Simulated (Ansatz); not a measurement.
The relaxed structure here is a generated cell of NaCdBr3: the first start was made by placing the elements on the sites of a structure type, and the end was not matched to a known phase here, so it may be hypothetical.

A structure of NaCdBr₃ relaxed with r2SCAN (plane waves to 500 eV, PAW, scalar-relativistic; Ansatz, an electronic-structure program); single points at other levels follow on the same geometry (Ansatz, PAW; HSE06 at 420 eV on a 3×2×3 k-mesh; no spin-orbit coupling). Space group Pnma (No. 62).

NaCdBr$_{3}$ is modelled in the orthorhombic space group Pnma (No. 62), Pearson symbol oP20. Cell: a = 7.5562 Å, b = 10.4637 Å, c = 7.0326 Å, α = β = γ = 90.00°. Na on 4c is surrounded by 4 Br at 2.969–3.016 Å and 2 Br at 3.214 Å and 2 Br at 3.726 Å. Cd on 4a sees 6 Br at 2.748–2.818 Å (octahedral). Br1 on 4c has 2 Cd at 2.818 Å and 2 Na at 2.969–2.985 Å. Br2 on 8d is surrounded by 2 Cd at 2.748–2.794 Å and 1 Na at 3.016 Å and 1 Na at 3.214 Å and 1 Na at 3.726 Å. (Neighbours: up to the widest gap in distance over summed covalent radii, below 1.35, at either atom; cation-cation and far metal-metal contacts left out.)

```
level   gap (eV)    kind  conduction minimum
------  --------  ------  ------------------
r2SCAN      2.75  direct                   Γ
HSE06        ___       –                 ___
```

Problem. Complete the blanks.

Solution. 
- HSE06, gap (eV): 3.27
- HSE06, conduction minimum: Γ

For this cell size the semilocal gaps come from the SCF mesh and high-symmetry points. No spin polarisation in the result.

The run could not lose the symmetry of its start, so the end can be a saddle point.
